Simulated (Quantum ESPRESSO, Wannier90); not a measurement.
# CuI (P4/nmm), plane waves to Wannier functions

```xyz
4
Lattice="4.0902 0.0000 0.0000 0.0000 4.0902 0.0000 0.0000 0.0000 6.5515" Properties=species:S:1:pos:R:3 pbc="T T T"
Cu     2.0451     2.0451     0.0000
Cu     0.0000     0.0000     0.0000
I      2.0451     0.0000     1.6835
I      0.0000     2.0451    -1.6835
```

Structure: Materials Project mp-22863, symmetrised, not relaxed again. Not found in the COD (Crystallography Open Database) copy used, which has the formula in other groups; not checked further. Level: PBEsol, no spin polarisation, no spin-orbit coupling; pw.x of Quantum ESPRESSO at 74 Ry with PseudoDojo potentials, 8×8×6 k-points, Wannier90. Density: 8×8×6 mesh, cold smearing 0.01 Ry. A non-magnetic state is assumed, with no Hubbard U; filled 3d bands tend to lie too high at this level. The cell is built of weakly bound layers, chains or molecules, whose nearest atoms lie 4.30 Å apart. Database cells relaxed without dispersion often hold them too far apart, which can enlarge gaps and weakens couplings between them; spacing and stacking were not compared with the measured crystal. Spin-orbit coupling is left out although heavy elements are present.

Bands 17-26 form an isolated set from -2.64 to 0.00 eV relative to the valence-band maximum (on the path) and are turned into 10 Wannier functions by minimising the spread from the start: atomic waves Cu 3d.

### Question
Where do the functions sit, how wide are they and what are they made of?

### Answer
```
functions  spread (Å²)  nearest atom, distance (Å)  second atom, distance (Å)  weight on atomic waves
---------  -----------  --------------------------  -------------------------  ----------------------
2                 1.52                     Cu 0.00                     I 2.65    Cu 3d 93 %, I 5p 6 %
4                 2.59                     Cu 0.11                     I 2.58   Cu 3d 79 %, I 5p 17 %
2                 2.39                     Cu 0.00                     I 2.65   Cu 3d 81 %, I 5p 16 %
2                 1.69                     Cu 0.00                     I 2.65    Cu 3d 90 %, I 5p 9 %
```

Ω_I = 20.17 Å², Ω_total = 21.56 Å²; the interpolated bands follow pw.x to 1.2 meV rms on the path. Only this start was tried; a symmetric start can stop on a saddle, and mixtures of these functions could lower the total by at most Ω_total − Ω_I.
